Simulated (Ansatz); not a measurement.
Moving the Hubbard U on Cr d in CsLiCr2Te2S3

```cif
data_structure
_symmetry_space_group_name_H-M 'P 1'
_symmetry_Int_Tables_number 1
_cell_length_a 6.2086
_cell_length_b 6.2086
_cell_length_c 7.9783
_cell_angle_alpha 101.504
_cell_angle_beta 101.504
_cell_angle_gamma 113.114
_cell_volume 263.68
loop_
_atom_site_label
_atom_site_type_symbol
_atom_site_fract_x
_atom_site_fract_y
_atom_site_fract_z
_atom_site_occupancy
Cs1 Cs 0.09374 0.09374 0.00853 1
Li1 Li 0.58875 0.58875 0.55336 1
Cr1 Cr 0.05646 0.46755 0.55790 1
Cr2 Cr 0.46755 0.05646 0.55790 1
Te1 Te 0.56486 0.87357 0.29035 1
Te2 Te 0.87357 0.56486 0.29035 1
S1 S 0.81151 0.39697 0.73347 1
S2 S 0.39697 0.81151 0.73347 1
S3 S 0.21404 0.21404 0.48371 1
```

The cell comes from a database or a generator and needn't be the stable form of this composition.

Kept alike: task projected density of states; functional PBE; k mesh 5 × 5 × 4; occupations fermi-dirac, width 0.05 eV; collinear spin, ferromagnetic start. Program: Ansatz, Ansatz PAW, cutoff 420 eV. The mesh is that of the run's cell of 9 atoms. No spin-orbit coupling.

```csv
"Hubbard U on Cr d, U (eV)",pressure (GPa),largest site moment (μB)
2,1.80,2.54
4,3.56,2.92
6,5.02,3.16
8,6.26,3.32
```

Pressure is positive in compression, with a Pulay correction for the finite cutoff. For a metal such a mesh leaves the last digits unconverged. How U acts hangs on the program's projectors. The runs hold the magnetic state that their start led to, which needn't be the lowest. Site moments count inside each atom's sphere or projector. U is the effective U - J on orthogonalised atomic projectors. Double counting: fully localised limit (the default).

Question: What does the Hubbard U on Cr d change here?

Answer: The pressure rises from 1.80 to 6.26 GPa between 2 and 8 eV. U localises the shell and weakens its bonds, so the cell pushes outwards. The largest site moment rises from 2.54 to 3.32 μB between 2 and 8 eV.
